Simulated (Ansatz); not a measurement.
A relaxed structure of TiO2 is spoiled in several ways and relaxed again each time (noise and exchanges are one random draw each; squeezed and stretched starts keep its symmetry, which their runs cannot lower; pressure is positive under compression). Level of theory: r2SCAN (plane waves to 500 eV, PAW, scalar-relativistic; Ansatz, a first-principles code).

```cif
data_O8Ti4
_chemical_formula_sum 'Ti4 O8'
_space_group_name_H-M_alt 'I41/amd :1'
_space_group_IT_number 141
_space_group_name_Hall 'I 4bw 2bw -1bw'
_cell_length_a 3.77800
_cell_length_b 3.77800
_cell_length_c 9.58868
_cell_angle_alpha 90.000
_cell_angle_beta 90.000
_cell_angle_gamma 90.000
loop_
_atom_site_label
_atom_site_type_symbol
_atom_site_symmetry_multiplicity
_atom_site_Wyckoff_symbol
_atom_site_fract_x
_atom_site_fract_y
_atom_site_fract_z
_atom_site_occupancy
Ti1 Ti 4 b 0.00000 0.00000 0.50000 1
O1 O 8 e 0.00000 0.00000 0.29278 1
```
(The calculation used a cell of 6 atoms; values per cell refer to that cell.)

Problem. One start gave a first pressure of +168 GPa, a largest first force of 3.29 eV/Å and released 1.33 eV/atom. Which change was it?
A. doubled along one cell vector, shaken by Gaussian noise of σ = 0.08 Å a coordinate
B. squeezed uniformly to 70 % of its volume
C. with every coordinate shifted by Gaussian noise of σ = 0.3 Å
D. with every coordinate shifted by Gaussian noise of σ = 0.45 Å

Solution. B, squeezed uniformly to 70 % of its volume. All starts:

```csv
change,first pressure (GPa),largest first force (eV/Å),released (eV/atom),moves,outcome,final group,E − E(parent) (eV/atom)
with every coordinate shifted by Gaussian noise of σ = 0.45 Å,–,–,2.0,30,trapped higher,Imma,+0.068
squeezed uniformly to 70 % of its volume,168.2,3.29,1.33,9,returns to the parent,I4₁/amd,0.000
with every coordinate shifted by Gaussian noise of σ = 0.3 Å,8.0,6.85,1.54,8,returns to the parent,I4₁/amd,0.000
"doubled along one cell vector, shaken by Gaussian noise of σ = 0.08 Å a coordinate",6.2,4.55,0.10,5,returns to the parent,I4₁/amd,0.000
```

First-step values come from each run's starting, coarser k-mesh (7×7×9, 10×10×10, 4×7×9). The runs use different k-meshes, so differences are rounded accordingly. No spin polarisation in the result.
